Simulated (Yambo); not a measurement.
A G0W0@PBE run in Yambo for BaTe (rock salt, space group Fm-3m, No. 225) (4×4×4 Γ-centred k mesh, bands 5 to 288 and a 12 Ry block in the screening, 288 bands in G with the Bruneval-Gonze terminator, plasmon pole fitted at 27.2 eV) gives these matrix elements, in eV, at the band edges (Γ → X):

```csv
state,E0,<Vxc>,<Σx>,<Σc(E0)>,Z
valence edge,0.000,-12.386,-14.461,0.865,0.803
conduction edge,1.548,-7.758,-4.263,-3.507,0.819
```

Solve the linearised quasiparticle equation for both states, give the gap, and say how exchange and correlation each act on it.

E = E0 + Z(Σx + Σc − Vxc). Valence: 0.000 + 0.803 × (-14.461 + (0.865) − (-12.386)) = -0.97 eV. Conduction: 1.548 + 0.819 × (-4.263 + (-3.507) − (-7.758)) = 1.54 eV. The gap is 2.51 eV, against 1.55 eV in PBE. Replacing Vxc by bare exchange alone would open it by 5.57 eV; correlation takes back 4.37 eV of that, and Z scales what is left. Nearest settings tried, and what they do to the gap: 152 bands in G: +3 meV; 152 bands in W, 152 bands in G: -39 meV; 7 Ry block (181 vectors against 459): -64 meV. Not varied: mesh. So the settings aren't converged at that level. Without spin-orbit coupling, band edges of such heavy elements can be off by tenths of an eV.

Geometry relaxed with PBEsol; primitive cell a = 4.907 Å, b = 4.907 Å, c = 4.907 Å, α = 60.00°, β = 60.00°, γ = 60.00°.

The potentials are those of PseudoDojo's stringent table.
